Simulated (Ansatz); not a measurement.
RuClBr (Janus 2H monolayer), relaxed with r2SCAN. In-plane lattice: a = 3.524 Å, b = 3.524 Å, γ = 120.0°; thickness between the outer nuclei 3.08 Å. Ru has 3 Br at 2.40 Å and 3 Cl at 2.72 Å; Cl has 3 Ru at 2.72 Å; Br has 3 Ru at 2.40 Å.

```xyz
3
Lattice="3.5244 0.0000 0.0000 -1.7622 3.0522 0.0000 0.0000 0.0000 30.4144" Properties=species:S:1:pos:R:3 pbc="T T F"
Ru    0.0000    2.0348    8.8229
Cl    1.7622    1.0174   10.6261
Br    1.7622    1.0174    7.5511
```
The sheet repeats along a and b alone.

5 runs of Ansatz 0.2.0 on this cell differ in the functional (and in the settings that go with it). Levels are in eV from each run's valence top; v1 is the last filled band, c1 the first empty one.

Run A, mean stress +0.1 N/m (compression positive):

| point | v2 | v1 | c1 | c2 |
| --- | --- | --- | --- | --- |
| Γ | -0.43 | -0.43 | 2.77 | 2.77 |
| M | -0.70 | -0.66 | 2.55 | 3.12 |
| K | -1.63 | 0.00 | 2.65 | 3.19 |

Run B, mean stress 0.0 N/m (compression positive):

| point | v2 | v1 | c1 | c2 |
| --- | --- | --- | --- | --- |
| Γ | -0.55 | -0.55 | 0.86 | 0.86 |
| M | -0.62 | -0.57 | 0.68 | 1.13 |
| K | -1.35 | 0.00 | 0.88 | 1.13 |

Run C, mean stress +0.1 N/m (compression positive):

| point | v2 | v1 | c1 | c2 |
| --- | --- | --- | --- | --- |
| Γ | -0.36 | -0.36 | 3.07 | 3.07 |
| M | -0.70 | -0.68 | 2.89 | 3.45 |
| K | -1.69 | 0.00 | 2.93 | 3.54 |

Run D, mean stress -3.4 N/m (compression positive):

| point | v2 | v1 | c1 | c2 |
| --- | --- | --- | --- | --- |
| Γ | -0.59 | -0.59 | 0.57 | 0.57 |
| M | -0.62 | -0.53 | 0.33 | 0.82 |
| K | -1.22 | 0.00 | 0.62 | 0.75 |

Run E, mean stress +0.7 N/m (compression positive):

| point | v2 | v1 | c1 | c2 |
| --- | --- | --- | --- | --- |
| Γ | -0.58 | -0.58 | 0.63 | 0.63 |
| M | -0.61 | -0.53 | 0.41 | 0.87 |
| K | -1.24 | 0.00 | 0.67 | 0.83 |

Problem. Match the runs to LDA, PBE, r2SCAN, PBE0, r2SCAN0.

Solution. A is PBE0, B is r2SCAN, C is r2SCAN0, D is LDA, E is PBE. In order of the gap: LDA 0.33, PBE 0.40, r2SCAN 0.62, PBE0 2.42, r2SCAN0 2.74 eV.

Values at 0 K without nuclear motion; spin polarisation is off, and the phase may be a hypothetical one.

The runs are scalar-relativistic, without spin-orbit coupling.

The stress of a hybrid is loosely converged in these runs.

The meshes of the hybrids are coarse, so their gaps aren't converged to the digits shown.
